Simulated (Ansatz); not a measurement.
# VCr3Bi: input and output

input.yaml (Ansatz 0.2.0)

```yaml
crystal:
  lattice:
    - [3.069947, 5.317303, 0.0]
    - [-3.069947, 5.317303, 0.0]
    - [0.0, 0.0, 5.119601]
  atoms:
    - { symbol: Bi, position: [0.3333, 0.3334, 0.25] }
    - { symbol: Bi, position: [0.6666, 0.6667, 0.75] }
    - { symbol: Cr, position: [0.169, 0.662, 0.75] }
    - { symbol: Cr, position: [0.338, 0.831, 0.25] }
    - { symbol: Cr, position: [0.169, 0.169, 0.75] }
    - { symbol: Cr, position: [0.831, 0.338, 0.25] }
    - { symbol: Cr, position: [0.662, 0.169, 0.75] }
    - { symbol: Cr, position: [0.831, 0.831, 0.25] }
    - { symbol: V, position: [0.0, 0.0, 0.0] }
    - { symbol: V, position: [0.0, 0.0, 0.5] }
  symmetry: { tolerance: 0.0003 }
kpoints:
  mp_grid: { grid: [7, 7, 7], shift: [0, 0, 0] }
  band_path:
    path:
      - [0.0, 0.0, 0.0]
      - [0.49999999, -6.0e-08, 0.0]
      - [0.66666661, 0.33333325, 0.0]
      - [0.0, 0.0, 0.0]
      - [0.0, 0.0, 0.5]
      - [0.49999999, -6.0e-08, 0.5]
      - [0.66666661, 0.33333325, 0.5]
      - [0.0, 0.0, 0.5]
      - [0.49999999, -6.0e-08, 0.5]
      - [0.49999999, -6.0e-08, 0.0]
      - [0.66666661, 0.33333325, 0.5]
    npoints: 6
magnetization:
  spin_polarized: false
scf:
  occupations: { method: fermi_dirac, width: 0.0179 }
  lower_state_search: "off"
  max_iter: 200
hamiltonian:
  pseudopotentials: { kind: paw }
  xc: r2scan
basis:
  ecutwfc: 500
  fft_grid_basis: typed
output:
  forces: true
  stress: true
  eigenvalues: true
  bader: true
  populations: true
  elf: true
  write_potential: true
  volumetric_format: npy
  dos:
    e_range: [-12, 8]
    de: 0.05
    projected: { site_lists: { Bi: [Bi], Cr: [Cr], V: [V] } }
checkpoint:
  read: saved_state
```

The saved state is an earlier solution for the same cell, perhaps on another mesh. 

Parts of the output:

```
Warning: the atoms were moved onto the symmetric positions of the space group found under crystal.symmetry.tolerance 3.0e-4 (fractional; no operation is sought that the atoms, as they stand in a round, miss by more than twice it, and no atom is moved by as much as it), and the run uses the moved positions.
Pseudopotentials: kind: paw
Pseudopotential: Bi, paw, valence charge 15, recommended cutoff 500 eV (meta_gga), Bi.paw.azcp
Pseudopotential: Cr, paw, valence charge 14, recommended cutoff 500 eV (meta_gga), Cr.paw.azcp
Pseudopotential: V, paw, valence charge 13, recommended cutoff 500 eV (meta_gga), V.paw.azcp
Functional definition: r2SCAN
  exchange = r2scan_x(k0 = k0, k1 = k1, a1 = a1)
  correlation = r2scan_c
Crystal: 10 atoms, lattice volume = 167.143 Å³
Basis set: ecut = 500 eV, 4255 PW (Γ), exchange–correlation on 180×180×160 points (64 copies of the dense FFT grid, shifted against one another)
Bands: 84, of which v1, the nominal top of the filled ones, is band 70 counted from 1 (69 counted from 0)
Symmetry: 24 space group operations
Space group: P63/mmc (ITA 194), of the structure as read, at distance tolerance 1.7e-3 Å
k-points: 32 of 343
Initial density: read from a saved state, or passed on in memory by an earlier SCF of this step, an earlier step, the calling program or the single point that the run made first
Functional: x = r2scan, c = r2scan; τ floored in thin density (d = 2e-4 eV/Å³)
Free energy (F): -50938.4522 eV
Harris-Foulkes:  -50938.4522 eV  (|F-HF|=1.04e-8)
Internal energy: -50938.4274 eV  (E = F + TS)
E sigma→0 (E₀):  -50938.4398 eV
Entropy (-TS):   -0.0248 eV (-2.477 meV/atom)
Fermi energy:    15.1975 eV
--- Per-component energies (eV) ---
  E_band       = -1746.8367
  E_kinetic    = 3354.6919
  E_local      = -14933.2225  (includes V_loc(G=0)·N_el)
  E_nonlocal   = 1535.9080
  E_hartree    = 6286.4539
  E_xc         = -1349.5522
  E_vxc        = -1869.2052  (∫ρ·V_xc dr)
  E_paw        = -30863.3587  (= ΣΔE_a)
  E_vpaw       = -2530.2821  (= ΣTr[D̂ρ^β])
  E_aug_tail   = 0.0012  (compensation charges beyond the density's cutoff)
  E_vtau       = 122.3496  (kinetic-family band-sum trace: ∫τ·v_τ [+ j·A + Jᵃ·Aᵃ] dr)
  E_ewald      = -14968.9346
  E_core_change = -0.4144  (= ΣΔE_core)
  E_smearing   = -0.0248  (= −TS)
--- Forces (eV/Å), atoms counted from 1 ---
  atom   1  Bi     0.0000     0.0000     0.0000
  atom   2  Bi     0.0000     0.0000     0.0000
  atom   3  Cr     1.8412    -1.0630     0.0000
  atom   4  Cr     1.8412     1.0630     0.0000
  atom   5  Cr     0.0000     2.1261     0.0000
  atom   6  Cr    -1.8412     1.0630     0.0000
  atom   7  Cr    -1.8412    -1.0630     0.0000
  atom   8  Cr     0.0000    -2.1261     0.0000
  atom   9  V      0.0000     0.0000     0.0000
  atom  10  V      0.0000     0.0000     0.0000
--- Stress (GPa, compression-positive) ---
       -3.1036       0.0000       0.0000
        0.0000      -3.1036       0.0000
        0.0000       0.0000      -2.2872
  P = ⅓ Tr σ = -2.8315 GPa (-28.315 kbar)
--- Bader charges: 10 sites ---
  site symbol  charge [e]  shift [e]
     0     Bi     -0.4473     0.0009
     1     Bi     -0.4473     0.0009
     2     Cr      0.1788     0.0004
     3     Cr      0.1788     0.0004
     4     Cr      0.1788     0.0004
     5     Cr      0.1788     0.0004
     6     Cr      0.1788     0.0004
     7     Cr      0.1788     0.0004
     8      V     -0.0890     0.0001
     9      V     -0.0891     0.0001
```

Absolute energies hang on the potentials; compare differences alone.

Origin: a known structure type with other elements, at an estimated volume, so it need not be a known compound. Caveats: no spin polarisation, so a magnetic state may lie lower; atoms or cell far from equilibrium.
